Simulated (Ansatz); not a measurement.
Method: Ansatz, DFT PBE, scalar-relativistic, plane waves, PAW. Settings: cutoff 420 eV, Γ-centred meshes spaced at most about 0.3 Å⁻¹, and about 0.25 Å⁻¹ or finer for metals (2π included), Gaussian smearing. No spin polarisation in the final relaxations.

Temperature and zero-point effects are left out.

Compare these two cells of CdHg₃Se₄, each relaxed at this level.

A.

```cif
data_structure
_symmetry_space_group_name_H-M 'P-4m2'
_symmetry_Int_Tables_number 115
_cell_length_a 4.4199
_cell_length_b 4.4199
_cell_length_c 12.4648
_cell_angle_alpha 90.000
_cell_angle_beta 90.000
_cell_angle_gamma 90.000
_cell_volume 243.50
loop_
_atom_site_label
_atom_site_type_symbol
_atom_site_symmetry_multiplicity
_atom_site_Wyckoff_symbol
_atom_site_fract_x
_atom_site_fract_y
_atom_site_fract_z
_atom_site_occupancy
Cd1 Cd 1 c 0.50000 0.50000 0.50000 1
Hg1 Hg 2 e 0.00000 0.00000 0.74858 1
Hg2 Hg 1 b 0.50000 0.50000 0.00000 1
Se1 Se 2 g 0.50000 0.00000 0.87429 1
Se2 Se 2 g 0.50000 0.00000 0.37735 1
```

B.

```cif
data_structure
_symmetry_space_group_name_H-M 'I-42m'
_symmetry_Int_Tables_number 121
_cell_length_a 6.2438
_cell_length_b 6.2438
_cell_length_c 12.4909
_cell_angle_alpha 90.000
_cell_angle_beta 90.000
_cell_angle_gamma 90.000
_cell_volume 486.96
loop_
_atom_site_label
_atom_site_type_symbol
_atom_site_symmetry_multiplicity
_atom_site_Wyckoff_symbol
_atom_site_fract_x
_atom_site_fract_y
_atom_site_fract_z
_atom_site_occupancy
Cd1 Cd 2 a 0.00000 0.00000 0.00000 1
Hg1 Hg 4 d 0.00000 0.50000 0.25000 1
Hg2 Hg 2 b 0.50000 0.50000 0.00000 1
Se1 Se 8 i 0.24845 0.24845 0.12424 1
```

Question: Which arrangement of the elements on these sites is preferred, and by what margin?

Answer: They are level within the accuracy (under 1 meV/atom apart). The two share one framework of sites and differ in which element sits where. A has Cd and Hg ordered on zinc blende sites, space group P-4m2 (No. 115), 30.4 Å³/atom and no gap on its mesh; B has Cd and Hg ordered on zinc blende sites, space group I-42m (No. 121), 30.4 Å³/atom and no gap. Counting Se atoms around Cd and Hg (those within 1.25 times the shortest such distance or 1.15 times the sum of covalent radii), A and B both have Cd 4, Hg 4. In A, around Cd lie 4 Se at 2.69 Å; around Hg on a site of symmetry 2mm lie 4 Se at 2.71 Å; around Se on its first site lie 4 Hg at 2.71 Å; 2 more sites not described. In B, around Cd lie 4 Se at 2.69 Å; Hg on a site of symmetry -4 has 4 Se at 2.71 Å; around Se lie 1 Cd at 2.69 Å and 3 Hg at 2.71 Å; 1 more site not described. Both come from invented guesses.

These runs have no spin–orbit coupling, which can matter for Hg. Cells relaxed within their symmetry can be saddle points.
